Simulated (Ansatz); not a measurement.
Starting cell, TiO₂ (rutile):

```
CELL_PARAMETERS angstrom
      4.64343     0.00000     0.00000
      0.00000     4.64343     0.00000
      0.00000     0.00000     5.92762
ATOMIC_POSITIONS crystal
  Ti 0.00000 0.00000 0.00000
  Ti 0.00000 0.00000 0.50000
  Ti 0.50000 0.50000 0.25000
  Ti 0.50000 0.50000 0.75000
  O  0.30513 0.30513 0.00000
  O  0.30513 0.30513 0.50000
  O  0.80513 0.19487 0.25000
  O  0.80513 0.19487 0.75000
  O  0.19487 0.80513 0.25000
  O  0.19487 0.80513 0.75000
  O  0.69487 0.69487 0.00000
  O  0.69487 0.69487 0.50000
```

The atoms are displaced by Q × the pattern below (from a DFPT mode at Z = (0.0, 0.0, 0.5), largest move 1; Q in Å), at fixed cell. It is one choice among 2 degenerate patterns. (q is in reciprocal vectors of the primitive cell; the cell shown is doubled to hold the pattern.)

```json
[
 {"atom": "Ti1", "x": "0.707", "y": "0.707", "z": "0.000"},
 {"atom": "Ti2", "x": "-0.707", "y": "-0.707", "z": "0.000"},
 {"atom": "Ti3", "x": "-0.010", "y": "0.010", "z": "0.000"},
 {"atom": "Ti4", "x": "0.010", "y": "-0.010", "z": "0.000"},
 {"atom": "O5", "x": "-0.076", "y": "-0.076", "z": "0.000"},
 {"atom": "O6", "x": "0.076", "y": "0.076", "z": "0.000"},
 {"atom": "O7", "x": "0.001", "y": "-0.001", "z": "0.000"},
 {"atom": "O8", "x": "-0.001", "y": "0.001", "z": "0.000"},
 {"atom": "O9", "x": "0.001", "y": "-0.001", "z": "0.000"},
 {"atom": "O10", "x": "-0.001", "y": "0.001", "z": "0.000"},
 {"atom": "O11", "x": "-0.076", "y": "-0.076", "z": "0.000"},
 {"atom": "O12", "x": "0.076", "y": "0.076", "z": "0.000"}
]
```

The numbers are results of PBE (plane waves to 420 eV, PAW, scalar-relativistic; Ansatz, a first-principles code), not measurements. k mesh 7×7×6 (Γ-centred), Fermi-Dirac smearing 0.05 eV. E stands for the smeared free energy. TiO2 is run without spin polarisation. TiO2 was relaxed with its symmetry unable to fall. The zero of ΔE is the undisplaced structure.

```json
[
 {"Q (Å)": "-0.1000", "ΔE (meV/cell)": "78.0"},
 {"Q (Å)": "-0.0833", "ΔE (meV/cell)": "52.8"},
 {"Q (Å)": "-0.0667", "ΔE (meV/cell)": "withheld"},
 {"Q (Å)": "-0.0500", "ΔE (meV/cell)": "18.3"},
 {"Q (Å)": "-0.0333", "ΔE (meV/cell)": "8.0"},
 {"Q (Å)": "-0.0167", "ΔE (meV/cell)": "2.0"},
 {"Q (Å)": "0.0000", "ΔE (meV/cell)": "0.0"},
 {"Q (Å)": "0.0167", "ΔE (meV/cell)": "2.0"},
 {"Q (Å)": "0.0333", "ΔE (meV/cell)": "8.0"},
 {"Q (Å)": "0.0500", "ΔE (meV/cell)": "18.3"},
 {"Q (Å)": "0.0667", "ΔE (meV/cell)": "withheld"},
 {"Q (Å)": "0.0833", "ΔE (meV/cell)": "52.8"},
 {"Q (Å)": "0.1000", "ΔE (meV/cell)": "78.0"}
]
```

Problem. Fit an even polynomial form (powers 2, 4) to the given rows and predict ΔE at Q = 0.0667.

Solution. Least squares on the 11 given rows: ΔE = (7165)·Q² + (63560)·Q⁴, in meV/cell with Q in Å; root-mean-square residual 0.01 meV/cell. At 0.0667 the fit gives 33.1 meV/cell; the calculation gives 33.1 meV/cell, the same to the digits shown. The quadratic term alone would give 31.9 meV/cell.

(For displaced atoms, the force is minus the slope of the energy, and its curvature is a force constant, which sets phonon frequencies.)
